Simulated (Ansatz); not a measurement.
## Response properties of AlNi (Pm-3m)

The conventional cell has a = 2.863 Å, b = 2.863 Å, c = 2.863 Å, α = 90.00°, β = 90.00°, γ = 90.00°. Al (atom 1) is surrounded by 8 Ni at 2.48 Å. Ni (atom 2) has 8 Al at 2.48 Å as nearest neighbours.

Ansatz runs use the cell relaxed by PAW under their functional.

Problem. What do its conduction electrons give? (PBEsol, all-electron LAPW in Ansatz 0.2.0, scalar-relativistic; a = 2.863 Å; k mesh 12×12×12, fine mesh 20×20×20, Fermi-Dirac smearing of 0.100 eV, basis error target 1 meV/atom)

Solution. Fermi-surface sums: N(E_F) = 0.40 states/eV/atom, ħω_p (r.m.s. of x, y, z) = 7.1 eV, Fermi speed = 0.74×10⁶ m/s.

Problem. How stiff is it? (PBEsol, all-electron LAPW in Ansatz 0.2.0, scalar-relativistic; a = 2.862 Å; k mesh 16×16×16, strains of ±0.005, Fermi-Dirac smearing of 0.050 eV, basis error target 1 meV/atom)

Solution. Elastic moduli (Hill averages, relaxed ions; θ_D from sound speeds over directions): B = 173 GPa, G = 84.1 GPa, C11 = 234 GPa, C44 = 126 GPa, ν = 0.291, θ_D = 535 K.

Problem. How does it vibrate? (PBEsol, all-electron LAPW in Ansatz 0.2.0, scalar-relativistic; a = 2.863 Å; k mesh 14×14×14, Fermi-Dirac smearing of 0.100 eV, basis error target 1 meV/atom; q mesh 2×2×2)

Solution. Harmonic phonons by finite displacements (negative means unstable): highest mode = 371 cm⁻¹, lowest at X = 173 cm⁻¹, lowest at M = 130 cm⁻¹, lowest at R = 170 cm⁻¹, highest at Γ = 302 cm⁻¹.

Caveats: these sums move with the mesh, by several per cent and more for small sheets (Fermi surface); responses of metals move with mesh and smearing (moduli, phonons).
